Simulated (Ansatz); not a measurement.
Method: DFT PBE, scalar-relativistic, plane waves, PAW (Ansatz). All cells share a 420 eV cutoff and Γ-centred k meshes spaced at most about 0.3 Å⁻¹ (about 0.25 or finer for metals, 2π included). No spin polarisation in the final relaxations.

Temperature and zero-point effects are left out.

Two forms of AgBr2 were relaxed alike.

A. Space group P-4m2 (No. 115), tetragonal, a = 3.976 Å, c = 6.258 Å. Around Ag lie 4 Br at 2.60 Å; around Br lie 2 Ag at 2.60 Å.

B. Space group Fm-3m (No. 225), cubic, a = 6.882 Å. Ag is surrounded by 8 Br at 2.98 Å; around Br lie 4 Ag at 2.98 Å and 6 Br at 3.44 Å.

Question: Which form is favoured at zero pressure, and by what margin per atom?

Answer: A is lower, by 110 meV/atom. A has space group P-4m2 (No. 115), 33.0 Å³/atom and no gap on its mesh; B has the fluorite type, space group Fm-3m (No. 225), 27.2 Å³/atom and no gap. Counting Br atoms around Ag (those within 1.25 times the shortest such distance or 1.15 times the sum of covalent radii), A has Ag 4 and B has Ag 8. Both come from invented guesses.

No dispersion correction is applied, so the spacing and binding between layers, chains or molecules are poorly described (P-4m2), and this can change margins and order among such cells. In P-4m2, Fm-3m an odd number of electrons in the primitive cell allows no gap without spin; a larger cell or a magnetic state could open one. Cells relaxed within their symmetry can be saddle points.
